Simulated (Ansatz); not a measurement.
A relaxed structure of SnS. Space group Fm-3m (No. 225), rock salt type. Level of theory: PBEsol (plane waves to 420 eV, PAW, scalar-relativistic; Ansatz, a quantum-chemistry and plane-wave program).

```xyz
2
Lattice="0.0000 2.8719 2.8719 2.8719 0.0000 2.8719 2.8719 2.8719 0.0000" Properties=species:S:1:pos:R:3 pbc="T T T"
S      0.0000     0.0000     0.0000
Sn     2.8719     2.8719     2.8719
```

```json
{
 "volume_per_atom": "23.69 Å³",
 "density": "5.29 g/cm³",
 "band_gap": "0.30 eV, indirect (valence top at or next to L, conduction bottom at 20 % of the way from L to W) (no spin-orbit coupling)",
 "smallest_direct_gap": "0.36 eV at or next to L",
 "shortest_distances": "S–Sn 2.87 Å",
 "k-mesh": "10×10×10"
}
```

No spin polarisation in the result.

The run could not lose the symmetry of its start.

All atoms sit on sites fixed by symmetry, so only the cell could relax.

The first start was generated by a random draw of sites in a space group. A measured structure of SnS has the same space group, Fm-3m (No. 225); the sites were not compared with it. Another known form has space group No. 62.
